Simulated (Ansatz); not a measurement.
SrMg$_{2}$Bi$_{2}$:
```cif
data_Bi2Mg2Sr
_chemical_formula_sum 'Sr1 Mg2 Bi2'
_space_group_name_H-M_alt 'P-3m1'
_space_group_IT_number 164
_space_group_name_Hall '-P 3 2"'
_cell_length_a 4.81547
_cell_length_b 4.81547
_cell_length_c 7.99145
_cell_angle_alpha 90.000
_cell_angle_beta 90.000
_cell_angle_gamma 120.000
loop_
_atom_site_label
_atom_site_type_symbol
_atom_site_symmetry_multiplicity
_atom_site_Wyckoff_symbol
_atom_site_fract_x
_atom_site_fract_y
_atom_site_fract_z
_atom_site_occupancy
Sr1 Sr 1 a 0.00000 0.00000 0.00000 1
Mg1 Mg 2 d 0.66667 0.33333 0.37458 1
Bi1 Bi 2 d 0.33333 0.66667 0.25437 1
```

Relaxed with r²SCAN.

Problem. Tabulate the valence density and the electron localisation function along the shortest Sr–Bi contact (3.44 Å), r²SCAN in the plane-wave PAW code Ansatz.

Solution. 

| distance from Sr (Å) | density (e/Å³) | ELF |
|---|---|---|
| 0.34 | 2.53 | 0.44 |
| 0.52 | 2.67 | 0.78 |
| 0.69 | 1.95 | 0.87 |
| 0.86 | 1.07 | 0.85 |
| 1.03 | 0.49 | 0.68 |
| 1.21 | 0.23 | 0.27 |
| 1.38 | 0.13 | 0.09 |
| 1.55 | 0.11 | 0.11 |
| 1.72 | 0.12 | 0.34 |
| 1.89 | 0.17 | 0.56 |
| 2.07 | 0.25 | 0.59 |
| 2.24 | 0.39 | 0.52 |
| 2.41 | 0.64 | 0.47 |
| 2.58 | 1.27 | 0.44 |
| 2.76 | 2.83 | 0.33 |
| 2.93 | 4.72 | 0.16 |
| 3.10 | 6.36 | 0.06 |

The density is the valence pseudo-density with augmentation charge, so density and ELF within about 1 Å of a nucleus are not all-electron values.

The workflow started from a Materials Project entry (that database holds measured and hypothetical structures alike); the Crystallography Open Database copy checked does not list it. Whether it is the stable phase at ambient conditions was not checked. The r²SCAN relaxation kept the symmetry of its start; whether a distortion lowers the energy is not shown. Scalar-relativistic: spin–orbit coupling is off unless named, which matters more the heavier the elements.

Potentials: the later of the program's two PAW sets.
